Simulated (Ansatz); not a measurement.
A: BN (h-BN type, space group P6_3/mmc), a = b = 2.506 Å, c = 6.615 Å, α = β = 90.00°, γ = 120.00°
B: HfS$_{2}$ (CdI2 type), a = 3.6057 Å, b = 3.6057 Å, c = 5.7676 Å, α = 90.00°, β = 90.00°, γ = 120.00°
C: TaS$_{2}$ (CdI2 type), a = 3.3288 Å, b = 3.3288 Å, c = 5.7855 Å, α = 90.00°, β = 90.00°, γ = 120.00°
D: SnSe2 (CdI2 type), a = b = 3.840 Å, c = 6.009 Å, α = β = 90.00°, γ = 120.00°

Scan: energy against volume (even scaling of the relaxed cell, symmetry kept). One method and one kind of scan serve all of them; meshes and ranges differ. All were relaxed with their symmetry unable to fall. HfS2 is run without spin polarisation. Spin-orbit coupling is left out. TaS2 is run without spin polarisation.

Question: Order them by bulk modulus at fixed cell shape (fitted) (highest first) at the level PBE-D3(BJ) (plane waves to 420 eV, PAW, scalar-relativistic; Ansatz, an electronic-structure program).

Answer: A (242 GPa), C (59.1 GPa), B (46.2 GPa), D (40.4 GPa)

(Under strain, the slope of the energy per volume gives the stress and its curvature an elastic modulus.)
